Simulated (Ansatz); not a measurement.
An Ansatz input:

```yaml
crystal:
  lattice:
    - [14.0, 0.0, 0.0]
    - [0.0, 14.4, 0.0]
    - [0.0, 0.0, 14.8]
  atoms:
    - { symbol: Ba, position: [0.5, 0.5, 0.5], spin: 0.01 }
  symmetry: { detect: false, time_reversal: true }
hamiltonian:
  xc: mr2scan
  pseudopotentials:
    kind: paw
    azcp:
      Ba: "pseudopotentials/Ba.paw.azcp"
basis:
  ecutwfc: 500
  fft_grid_basis: typed
kpoints:
  mp_grid: { grid: [1, 1, 1], shift: [0, 0, 0] }
magnetization:
  spin_polarized: true
scf:
  occupations: { method: fermi_dirac, width: 0.01 }
```

Output

```
Engine: ansatz 0.2.0, aarch64-unknown-linux-gnu
Pseudopotentials: kind: paw
Pseudopotential: Ba, paw, valence charge 10, recommended cutoff 500 eV (meta_gga) 
Functional definition: m-r2SCAN
  exchange = m_r2scan_x
  correlation = m_r2scan_c
Crystal: 1 atoms, lattice volume = 2983.680 Å³
Basis set: ecut = 500 eV, 75747 PW (Γ), exchange–correlation on 432×432×432 points (64 copies of the dense FFT grid, shifted against one another)
Bands: 10, of which v1, the nominal top of the filled ones, is band 5 counted from 1 (4 counted from 0)
Symmetry: 1 space group operations
k-points: 1
Non-local potential: Ba, projectors of the file, l = 0: 3, l = 1: 2, l = 2: 2, l = 3: 2
PAW form: soft (Blöchl's): semilocal exchange-correlation on the pseudo side does not see the compensation charge
PAW frozen core: Ba, regenerated for the run's functional (the file was generated under x = pbe(κ = 0.804, μ = 0.2195149727645171), c = pbe(β = 0.06672455060314922))
PAW one-centre angular grid: Ba, 302 points (default); XC on 160 Gauss nodes
Initial density: superposition of atomic densities (neutral atoms: chi_scale 0, normalization atom)
Starting moments: Σ|m| = 0.01 μB on 1 of 1 site
Initial wavefunctions: pseudopotential atomic-orbital guess
Functional: x = mr2scan, c = mr2scan; τ floored in thin density (d = 2e-4 eV/Å³)
iter 1 solved again at ethr=2.42e-4 eV; its pass at ethr=3.10e-3 eV (dr2=2.42e-2 eV) is discarded
SCF iter   1: F=—  HF=-5962.427084 eV  |F-HF|=—  |Δ(HF+E_count)|=         —  Δρ=2.90e-4 (↑2.90e-4 ↓2.60e-4)  dr2=2.35e-2  dr2_τ=1.47e-4  dr2_m=1.47e-5  M=0.000 μB ∫|m|=0.000 μB  β_m=0.30  ethr=2.42e-4  ⟨swp⟩=1.0  Hψ=242  notcnv=0
spin=Collinear: Resta preconditioning applied to the charge; magnetization (m = ρ↑ − ρ↓) channel mixes plain (no charge-response kernel on spin).
SCF iter   2: F=—  HF=-5962.425161 eV  |F-HF|=—  |Δ(HF+E_count)|=   1.92e-3  Δρ=1.68e-4 (↑1.68e-4 ↓1.48e-4)  dr2=9.33e-3  dr2_τ=4.27e-5  dr2_m=7.34e-6  M=0.000 μB ∫|m|=0.000 μB  β_m=0.30  ethr=2.35e-4  ⟨swp⟩=4.0  Hψ=48  notcnv=0  κ⁻¹=1.0e0(r=1)
SCF iter   3: F=—  HF=-5962.422923 eV  |F-HF|=—  |Δ(HF+E_count)|=   2.24e-3  Δρ=5.78e-5 (↑4.65e-5 ↓5.78e-5)  dr2=5.11e-4  dr2_τ=2.13e-5  dr2_m=3.63e-6  M=0.000 μB ∫|m|=0.000 μB  β_m=0.30  ethr=9.33e-5  ⟨swp⟩=3.0  Hψ=48  notcnv=0  κ⁻¹=5.1e-3(r=2)
SCF iter   4: F=—  HF=-5962.423411 eV  |F-HF|=—  |Δ(HF+E_count)|=   4.88e-4  Δρ=1.69e-5 (↑1.47e-5 ↓1.69e-5)  dr2=7.40e-5  dr2_τ=2.61e-7  dr2_m=1.80e-6  M=0.000 μB ∫|m|=0.000 μB  β_m=0.30  ethr=5.11e-6  ⟨swp⟩=5.0  Hψ=60  notcnv=0  κ⁻¹=6.7e-5(r=3)
SCF iter   5: F=—  HF=-5962.423486 eV  |F-HF|=—  |Δ(HF+E_count)|=   7.45e-5  Δρ=7.33e-6 (↑7.03e-6 ↓7.33e-6)  dr2=6.68e-6  dr2_τ=3.22e-8  dr2_m=8.99e-7  M=0.000 μB ∫|m|=0.000 μB  β_m=0.30  ethr=7.40e-7  ⟨swp⟩=3.0  Hψ=38  notcnv=0  κ⁻¹=9.0e-6(r=4)
SCF iter   6: F=—  HF=-5962.423543 eV  |F-HF|=—  |Δ(HF+E_count)|=   5.68e-5  Δρ=4.71e-6 (↑4.71e-6 ↓3.49e-6)  dr2=6.22e-7  dr2_τ=3.25e-9  dr2_m=4.48e-7  M=0.000 μB ∫|m|=0.000 μB  β_m=0.30  ethr=6.68e-8  ⟨swp⟩=3.0  Hψ=40  notcnv=0
Mixer restart at iter 6: flushing history
spin-set hold released at iteration 6 (site moments contracting): the magnetisation degrees of freedom join the quasi-Newton model from the next iteration; the mixer history was flushed
SCF iter   7: F=—  HF=-5962.423545 eV  |F-HF|=—  |Δ(HF+E_count)|=   2.66e-6  Δρ=3.30e-6 (↑3.30e-6 ↓2.49e-6)  dr2=3.97e-7  dr2_τ=1.41e-9  dr2_m=2.23e-7  M=0.000 μB ∫|m|=0.000 μB  β_m=0.30  ethr=1.00e-9  ⟨swp⟩=3.0  Hψ=40  notcnv=0  κ⁻¹=1.0e0(r=1)
SCF iter   8: F=—  HF=-5962.423551 eV  |F-HF|=—  |Δ(HF+E_count)|=   5.20e-6  Δρ=6.36e-7 (↑6.36e-7 ↓3.28e-7)  dr2=4.03e-8  dr2_τ=1.20e-10  dr2_m=4.02e-9  M=0.000 μB ∫|m|=0.000 μB  β_m=0.30  ethr=1.00e-9  ⟨swp⟩=1.0  Hψ=59  notcnv=0  κ⁻¹=1.4e-3(r=2)
SCF iter   9: F=-5962.423550 eV  HF=-5962.423551 eV  |F-HF|=6.43e-7  |Δ(HF+E_count)|=   4.60e-7  Δρ=1.03e-7 (↑1.03e-7 ↓1.03e-7)  dr2=1.33e-8  dr2_τ=3.27e-11  dr2_m=8.01e-12  M=0.000 μB ∫|m|=0.000 μB  ethr=4.03e-10  ⟨swp⟩=3.0  Hψ=40  notcnv=0
SCF 1 converged in 9 iterations: F = -5962.423550 eV  dr2 = 1.33e-8
WARN: the starting moments were not kept: the SCF closed with an absolute magnetisation of 1.6e-6 μB, where they sum to 0.01 μB in size (1 site). That is at most 0.1 of that sum. Measured as dr2_m measures the in/out step, that magnetisation stands 3.5e-14 eV from none, at or under the dr2_threshold of 1.0e-7 eV: it is no larger than a step whose dr2_m would equal this threshold. The system may hold no moment; this SCF shows only that its start led to no more than that. To try another start: raise the starting moments (crystal.atoms[].spin, magnetization.per_species, magnetization.initial_magnetization, or on a non-collinear deck that types none of these the spinor_matrix: blocks that start its atoms; where the total moment is fixed, keep their sum and leave initial_magnetization as it is; typed ones take the place of any that the run laid by itself, positive ones on a crystal's lanthanoids without a Hubbard term where scf.initial_density.shell_occupations: [] is typed) or, if the notice of its spin-set hold's release reads "site moments contracting" or "site moments show no strong build", lengthen the hold (scf.mixing.spin_hold: { on: { confirm: 4 } }; for m-r²SCAN on two components see the key's manual first). Each may lead to a state that holds a moment. A second SCF, from the converged charge density, with the starting moments and any scf.initial_density.shell_occupations laid on it anew, would have followed, and was not run: the deck does not ask for one (magnetization.retry_lost_moments is false, the default). To let it run, set magnetization.retry_lost_moments: true and run the deck again, where that key's refused combinations let it; where memory then withholds it, that run's warning says so.
this state was not tested for a lower state beside it, because the mixer in use, unlike msr1, does not test its closes by its own steps (another_mixer; see scf.mixing.algorithm and scf.lower_state_search)
SCF converged after 9 iterations
Magnetization: 0.0000 μB (5.0000 up, 5.0000 down)
Absolute magnetization: 0.0000 μB (∫|ρ↑−ρ↓|, with the PAW one-centre terms)
Spin contamination: 0.0000 ħ² per cell (⟨S²⟩ above its minimum at these occupations)
Per-site moments (μB) at R_I (Å): [(6.597641103576868e-8, 5.775)]
Free energy (F): -5962.423550 eV
Harris-Foulkes:  -5962.423551 eV  (|F-HF|=6.43e-7)
Internal energy: -5962.423550 eV  (E = F + TS)
E sigma→0 (E₀):  -5962.423550 eV
Fermi energy:    -2.343049 eV
--- Per-component energies (eV) ---
  E_band       = -190.518992
  E_kinetic    = 161.051359
  E_local      = -1030.047733  (includes V_loc(G=0)·N_el)
  E_nonlocal   = 55.782689
  E_hartree    = 395.134426
  E_xc         = -151.097914
  E_vxc        = -139.841505  (∫ρ·V_xc dr)
  E_paw        = -5251.530213  (= ΣΔE_a)
  E_vpaw       = -35.297477  (= ΣTr[D̂ρ^β])
  E_aug_tail   = -0.000001  (compensation charges beyond the density's cutoff)
  E_vtau       = 7.562391  (kinetic-family band-sum trace: ∫τ·v_τ [+ j·A + Jᵃ·Aᵃ] dr)
  E_ewald      = -141.786580
  E_core_change = 0.070416  (= ΣΔE_core)
  E_smearing   = -0.000000  (= −TS)
  E_closure    = -0.000000  (closes the sum)
  Σ components = -5962.423550   (vs F -5962.423550, Δ=0.00e0)
--- Band table (eV) ---
  k-point 0 ↑: bands = ["-34.5678", "-19.2208", "-19.2207", "-19.2207", "-3.0295", "-1.6416", "-1.6412", "-1.6400", "-1.6399", "-1.6398"]
  k-point 0 ↓: bands = ["-34.5678", "-19.2208", "-19.2207", "-19.2207", "-3.0295", "-1.6416", "-1.6412", "-1.6400", "-1.6399", "-1.6398"]
```
